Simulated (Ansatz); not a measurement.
## LiGa

**The experiment.** The Crystallography Open Database holds a cell as deposited of cubic LiGa (space group Fd-3m), temperature not stated (1994): a = 6.169 Å, 14.67 Å³/atom.

Level of theory: DFT, PBEsol, scalar-relativistic, no spin polarisation; plane waves to 420 eV with PAW datasets (Ansatz 0.2.0), 8×8×8 k-mesh, Gaussian smearing of 0.05 eV. The datasets are Ansatz's generated set soft_2.

```xyz
4
Lattice="0.0000 3.0760 3.0760 3.0760 0.0000 3.0760 3.0760 3.0760 0.0000" Properties=species:S:1:pos:R:3 pbc="T T T"
Li    0.0000    0.0000    0.0000
Li    1.5380    1.5380    1.5380
Ga    3.0760    3.0760    3.0760
Ga    4.6140    4.6140    4.6140
```

The chain of runs began from a cell as deposited in COD, expanded in volume.

The cell above was scaled in volume, its shape and atoms being fixed by the lattice's symmetry. Energies are counted from the cell above.

Cell and atoms are those of this level's equilibrium.

```tsv
V (Å³/atom)	ΔE (meV/atom)	P (GPa)
13.97	3.7	2.1
14.26	?	?
14.55	0.0	0.0
14.84	0.8	-0.9
15.13	3.1	-1.7
```

Fill in the withheld row.

ΔE (meV/atom): 0.9, P (GPa): 1.0.

What do the points give for the equilibrium volume, the bulk modulus and its pressure derivative (third-order Birch–Murnaghan)?

V0 = 14.56 Å³/atom, B0 = 47 GPa, B0′ = 5.1.

B0·V0 = 46.5 GPa × 14.56 Å³ = 4.23 eV/atom sets the scale: near the minimum ΔE ≈ ½ B0 V0 x², with x = V/V0 − 1, and a pressure of 0.5 GPa squeezes the volume by about 1 %. At the ends of the curve: x = −4.0 % predicts 3.4 meV/atom and the run gives 3.7; x = +4.0 % predicts 3.3 meV/atom and the run gives 3.1. Compression costs more and expansion less than the parabola says, since the crystal stiffens as it shrinks; B0′ measures that.

**Against experiment.** PBEsol gives 6.152 Å and 14.55 Å³/atom, −0.8 % in volume (−0.3 % in length) from the database's cell. PBEsol was built to cure PBE's overestimate of volumes, and the static lattice lacks thermal expansion. The run is a metal.
